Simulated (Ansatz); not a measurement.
Consider the following.

Ta2N:
```
CELL_PARAMETERS angstrom
      5.26451     0.00000     0.00000
     -2.63226     4.55920     0.00000
      0.00000     0.00000     4.91139
ATOMIC_POSITIONS crystal
  Ta 0.66703 0.66703 0.75262
  Ta 0.33297 0.33297 0.24738
  Ta 0.33297 0.00000 0.75262
  Ta 0.66703 0.00000 0.24738
  Ta 0.00000 0.33297 0.75262
  Ta 0.00000 0.66703 0.24738
  N  0.66667 0.33333 0.50000
  N  0.33333 0.66667 0.50000
  N  0.00000 0.00000 0.00000
```

This is the PBEsol-relaxed structure. Cartesian axes are those of the cell as given.

**Question.** All from the program Ansatz at the PBEsol level (PAW), unless another level is named. Estimate the Hill bulk and shear moduli.

**Answer.** 303 and 159 GPa.

**Question.** Next, the elastic constants (relaxed ions, GPa)?

**Answer.** C11 = 500, C12 = 187, C13 = 214, C14 = 0.0, C33 = 502, C44 = 177.

Space group P-31m. The first step of the workflow began from a Materials Project structure, measured or hypothetical; the Crystallography Open Database copy checked does not list it. Its standing as an ambient phase is unchecked. The PBEsol relaxation kept the symmetry of its start; of distortions, only those at the zone centre were tested. The run is not spin-polarised. With an odd number of electrons in the cell and no spin polarisation, the count alone makes it a metal. As this level gives no gap, shear constants depend on the k-mesh and smearing (Fermi–Dirac, 0.1 eV here). Scalar-relativistic: spin–orbit coupling is off unless named, which matters more the heavier the elements.

Potentials: the later of the program's two PAW sets.
